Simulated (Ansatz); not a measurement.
A geometry of NbRu away from equilibrium: the start of the relaxation of a generated trial cell of NbRu in the AFLOW prototype AB_cP8_198_a_a (B20, as in FeSi). Computed with PBEsol (plane waves to 420 eV, PAW, scalar-relativistic; Ansatz, an electronic-structure program). Γ-centred k-mesh 7×7×7 on the run's cell (coarser than for final values), Fermi–Dirac smearing 0.05 eV.

```xyz
8
Lattice="5.0461 0.0000 0.0000 0.0000 5.0461 0.0000 0.0000 0.0000 5.0461" Properties=species:S:1:pos:R:3 pbc="T T T"
Nb     0.6889     0.6889     0.6889
Nb     3.2119     1.8341     4.3572
Nb     4.3572     3.2119     1.8341
Nb     1.8341     4.3572     3.2119
Ru     4.2508     4.2508     4.2508
Ru     1.7278     3.3183     0.7953
Ru     0.7953     1.7278     3.3183
Ru     3.3183     0.7953     1.7278
```

Question: Predict the force on each atom, in eV/Å.

Answer: 
```tsv
atom	Fx	Fy	Fz
Nb1	0.34	0.34	0.34
Nb2	0.34	-0.34	-0.34
Nb3	-0.34	0.34	-0.34
Nb4	-0.34	-0.34	0.34
Ru5	0.30	0.30	0.30
Ru6	0.30	-0.30	-0.30
Ru7	-0.30	0.30	-0.30
Ru8	-0.30	-0.30	0.30
```

Question: What is the pressure?

Answer: -1.4 GPa, compression positive.

No spin polarisation in the result.

The run could not lose the symmetry of its start: the end is stationary, and may be a saddle point rather than a minimum.

The end of the path is a generated cell of NbRu: the first start was made by placing the elements on the sites of a structure type, and the end was not matched to a known phase here, so it may be hypothetical.
